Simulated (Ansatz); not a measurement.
# Two inputs for Cs2TeH6SO10

Cell: an entry of the Crystallography Open Database (COD), ions relaxed with PBE at fixed cell.

```xyz
20
Lattice="3.7395 2.1590 5.5457 -3.7395 2.1590 5.5457 0.0000 -4.3180 5.5457" Properties=species:S:1:pos:R:3 pbc="T T T"
Cs    0.0000    0.0000    4.1805
Cs    0.0000    0.0000   11.6788
Te    0.0000    0.0000    0.4257
H     1.0012    3.0061    9.8032
H    -3.1040   -0.6360    9.8032
H     2.1028   -2.3701    9.8032
H     1.7742    1.9946    7.5112
H    -2.6144    0.5392    7.5112
H     0.8402   -2.5338    7.5112
S     0.0000    0.0000    8.3111
O     1.4332    3.7125   10.3430
O    -3.9317   -0.6151   10.3430
O     2.4985   -3.0974   10.3430
O     0.0000    0.0000    6.8430
O     0.8208    1.1618    8.8230
O    -1.4165    0.1299    8.8230
O     0.5957   -1.2917    8.8230
O     2.2530    2.7613    7.0740
O    -3.5179    0.5705    7.0740
O     1.2649   -3.3318    7.0740
```

Sites (sets of like atoms) are named by element and the number of their first atom in this list.

Reference run. Method: Kohn–Sham DFT in Ansatz, PBE, plane waves and PAW (field gradients read without the response of the frozen cores, which leaves them typically 4 to 6 % off), scalar-relativistic, 420 eV cutoff, Γ-centred 3×3×3 k-points, Fermi–Dirac smearing 0.02 eV.

**Question.** The input is changed as follows: `accuracy`: not typed → low. What happens to V_zz (10²¹ V/m²) and η?

**Answer.** 

```csv
site,atom,V_zz reference,η reference,V_zz changed,η changed
Cs1,1,-7.40,0.00,-7.40,0.00
Cs2,2,3.19,0.00,3.19,0.00
Te,3,-5.13,0.00,-5.13,0.00
H4,4,3.48,0.13,3.48,0.13
H7,7,2.91,0.10,2.91,0.10
S,10,-1.50,0.00,-1.50,0.00
O11,11,-14.26,0.77,-14.26,0.77
O14,14,13.10,0.00,13.10,0.00
O15,15,14.45,0.18,14.45,0.18
O18,18,-13.51,0.92,-13.51,0.92
```

All printed values agree. In the changed run the accuracy preset is low, yet the gradients stay close to the reference.

On the reference run: Without spin–orbit coupling the gradients at and beside Te can be off by some per cent, at some sites by more.
